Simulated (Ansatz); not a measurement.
Input for Ansatz (plane-wave DFT, PAW):

```yaml
crystal:
  lattice:
    - [5.414606, 2.555098, -2.571001]
    - [2.714527, 5.378678, 2.853931]
    - [5.354055, -2.484914, 2.520082]
  atoms:
    - { symbol: O, position: [0.5227136599, 0.2433158551, 0.6172662234] }
    - { symbol: O, position: [0.7426405846, 0.7098738001, 0.5819523841] }
    - { symbol: O, position: [0.9500763996, 0.3532424343, 0.1349087257] }
    - { symbol: O, position: [0.213508342, 0.6862727035, 0.0808506927] }
    - { symbol: O, position: [0.672309718, 0.9651585916, 0.2022949393] }
    - { symbol: O, position: [0.1608342208, 0.0412467516, 0.6666998632] }
    - { symbol: O, position: [0.3570369343, 0.028479259, 0.9445351352] }
    - { symbol: O, position: [0.6814706951, 0.3131526387, 0.911153871] }
    - { symbol: O, position: [0.9764466424, 0.9793104692, 0.3799522083] }
    - { symbol: O, position: [0.2337182077, 0.3493134688, 0.3533329666] }
    - { symbol: O, position: [0.4605383495, 0.6449859263, 0.3883715061] }
    - { symbol: O, position: [0.0900075744, 0.5974555569, 0.7671568927] }
    - { symbol: "Y", position: [0.8547900486, 0.3200939433, 0.5181879909] }
    - { symbol: Hf, position: [0.9916623336, 0.0506971174, 0.0311910351] }
    - { symbol: Hf, position: [0.3077569993, 0.3620753362, 0.9692703754] }
    - { symbol: Ta, position: [0.4949852313, 0.0113493267, 0.5209115445] }
    - { symbol: Ta, position: [0.1517368622, 0.6570244062, 0.4445823871] }
    - { symbol: Bi, position: [0.6519718184, 0.6751343638, 0.0067391643] }
basis:
  ecutwfc: 420
kpoints:
  mp_grid: { grid: [4, 4, 4] }
hamiltonian:
  xc: pbe
scf:
  occupations: { method: gaussian, width: 0.02 }
  n_extra_bands: 9
output:
  forces: true
  stress: true
  eigenvalues: true
  populations: true
  dos:
    method: { smearing: { sigma: 0.1, scheme: gaussian } }
    projected: true
    de: 0.02
  write_density: true
  write_potential: true
  elf: true
  volumetric_format: npy
```

Command:
```bash
ansatz run input.yaml --threads 4 --pin off --max-ram 9216MiB --backend cpu --events-out ev --progress --plain --runs-dir out
```

Computed with DFT PBE, scalar-relativistic, plane waves, PAW in Ansatz 0.2.0.

From the run's log, abridged (final results; tables in files aren't shown):

```
SCF 1 converged in 9 iterations: F = -74383.829465 eV  dr2 = 8.11e-9
SCF converged after 9 iterations
Free energy (F): -74383.829465 eV
Harris-Foulkes:  -74383.829465 eV  (|F-HF|=7.55e-9)
Internal energy: -74383.829465 eV  (E = F + TS)
E sigma→0 (E₀):  -74383.829465 eV
Fermi energy:    13.234554 eV
--- Per-component energies (eV) ---
  E_band       = -621.083319
  E_kinetic    = 4273.730747
  E_local      = -20321.641408  (includes V_loc(G=0)·N_el)
  E_nonlocal   = -1267.365902
  E_hartree    = 8624.567737
  E_xc         = -2248.541560
  E_vxc        = -2415.164312  (∫ρ·V_xc dr)
  E_paw        = -46030.594597  (= ΣΔE_a)
  E_vpaw       = 1860.195877  (= ΣTr[D̂ρ^β])
  E_aug_tail   = 0.029282  (compensation charges beyond the density's cutoff)
  E_ewald      = -17414.013764
  E_smearing   =  0.000000  (= −TS)
--- Forces (eV/Å), atoms counted from 1 ---
  atom   1  O     -0.01517317    -0.01084918    -0.00740355
  atom   2  O     -0.00357788     0.01860002    -0.00380720
  atom   3  O     -0.01194773    -0.00699455    -0.01025573
  atom   4  O      0.00837119    -0.00433653     0.00019797
  atom   5  O      0.00908371    -0.02024252     0.02471581
  atom   6  O      0.00446113     0.00573450    -0.01355842
  atom   7  O      0.00253810    -0.01458732    -0.00168108
  atom   8  O     -0.00491215     0.00288930    -0.00368071
  atom   9  O      0.00027754     0.00048712     0.00178351
  atom  10  O      0.00085745    -0.01138669    -0.00440592
  atom  11  O     -0.02163335     0.00176839     0.00385504
  atom  12  O     -0.01807880     0.00935164     0.00317399
  atom  13  Y     -0.00491376    -0.00440586     0.00292663
  atom  14  Hf     0.01573306     0.00863160     0.01153471
  atom  15  Hf     0.00758387     0.02436171     0.02221387
  atom  16  Ta     0.01335272     0.02823278    -0.01106102
  atom  17  Ta     0.00050511     0.00107847     0.00675758
  atom  18  Bi     0.01749427    -0.02839526    -0.02136534
--- Stress (GPa, compression-positive) ---
       -0.018563       0.033865       0.024960
        0.033865      -0.024587       0.078004
        0.024960       0.078004      -0.035113
  P = ⅓ Tr σ = -0.0261 GPa (-0.261 kbar)
--- Band table (eV; the first three rows and the last of 36) ---
  k-point 0: bands = ["-56.4979", "-56.2742", "-49.5652", "-49.5396", "-29.0096", "-23.1540", "-23.0621", "-23.0483", "-22.9258", "-22.8621", "-22.8376", "-18.3874", "-18.3074", "-18.3007", "-18.2741", "-18.1987", "-18.1567", "-10.3770", "-10.3387", "-10.3334", "-10.2780", "-10.2512", "-9.4140", "-9.3585", "-9.2753", "-6.8251", "-5.7066", "-5.5842", "-5.5193", "-5.3713", "-5.2967", "-5.2077", "-5.1602", "-5.0351", "-4.9654", "-4.6563", "-4.5343", "0.5274", "0.5300", "0.5446", "0.5494", "0.5519", "0.5541", "0.5629", "0.5684", "0.5759", "0.5779", "0.5847", "0.5887", "0.6078", "0.6376", "2.1928", "6.1141", "6.3212", "6.4099", "6.5589", "6.6580", "6.8282", "6.9738", "7.1327", "7.2284", "7.2854", ...
  k-point 1: bands = ["-56.4979", "-56.2742", "-49.5652", "-49.5396", "-29.0096", "-23.1539", "-23.0621", "-23.0478", "-22.9259", "-22.8622", "-22.8375", "-18.3869", "-18.3093", "-18.3010", "-18.2734", "-18.1989", "-18.1570", "-10.3747", "-10.3392", "-10.3305", "-10.2776", "-10.2502", "-9.4194", "-9.3821", "-9.2770", "-6.6557", "-5.7998", "-5.5797", "-5.5385", "-5.3584", "-5.2950", "-5.2342", "-5.1043", "-5.0238", "-4.9538", "-4.7076", "-4.6250", "0.5277", "0.5298", "0.5444", "0.5489", "0.5521", "0.5539", "0.5629", "0.5676", "0.5757", "0.5780", "0.5846", "0.5882", "0.6080", "0.6359", "2.2202", "6.1397", "6.2612", "6.3777", "6.5729", "6.7169", "6.8611", "6.9277", "7.0889", "7.2632", "7.3729", ...
  k-point 2: bands = ["-56.4979", "-56.2742", "-49.5652", "-49.5396", "-29.0096", "-23.1539", "-23.0621", "-23.0473", "-22.9259", "-22.8623", "-22.8375", "-18.3863", "-18.3113", "-18.3013", "-18.2728", "-18.1990", "-18.1573", "-10.3724", "-10.3388", "-10.3285", "-10.2772", "-10.2491", "-9.4259", "-9.4054", "-9.2768", "-6.3935", "-6.0053", "-5.6205", "-5.4871", "-5.3694", "-5.2983", "-5.1743", "-5.0844", "-4.9846", "-4.9749", "-4.8168", "-4.6807", "0.5278", "0.5298", "0.5443", "0.5484", "0.5521", "0.5537", "0.5630", "0.5668", "0.5754", "0.5780", "0.5844", "0.5876", "0.6082", "0.6344", "2.2486", "6.1027", "6.2032", "6.3606", "6.6253", "6.6440", "6.9525", "7.0962", "7.1692", "7.2376", "7.3638", ...
  k-point 35: bands = ["-56.4979", "-56.2742", "-49.5651", "-49.5397", "-29.0097", "-23.1537", "-23.0626", "-23.0485", "-22.9257", "-22.8617", "-22.8374", "-18.3712", "-18.3132", "-18.2967", "-18.2855", "-18.1998", "-18.1601", "-10.3753", "-10.3414", "-10.3308", "-10.2776", "-10.2494", "-9.4593", "-9.3722", "-9.2722", "-6.0671", "-5.9035", "-5.7998", "-5.6233", "-5.3112", "-5.2994", "-5.1804", "-5.1377", "-5.0614", "-4.9990", "-4.9389", "-4.6595", "0.5285", "0.5314", "0.5456", "0.5480", "0.5521", "0.5556", "0.5631", "0.5668", "0.5743", "0.5791", "0.5863", "0.5959", "0.6037", "0.6147", "2.1816", "6.1295", "6.4843", "6.5909", "6.8180", "6.9463", "7.0009", "7.1165", "7.3069", "7.4499", "7.4959" ...
--- Löwdin populations: 18 sites ---
  site symbol q [e]
     0      O      6.6157
     1      O      6.7308
     2      O      6.7026
     3      O      6.7342
     4      O      6.6932
     5      O      6.6529
     6      O      6.7543
     7      O      6.7374
     8      O      6.6555
     9      O      6.7140
    10      O      6.6806
    11      O      6.6972
    12      Y      9.8678
    13     Hf     24.5385
    14     Hf     24.5241
    15     Ta     11.2786
    16     Ta     11.2996
    17     Bi     13.4858
  spilling = 0.003622 (of n_electrons = 176.000000)
```

Self-consistency was reached.

The run took 48 s on 4 threads of Arm Neoverse V1, on a shared host, peak memory 1.1 GiB.

Spin–orbit coupling is left out, which can shift energies with elements as heavy as these.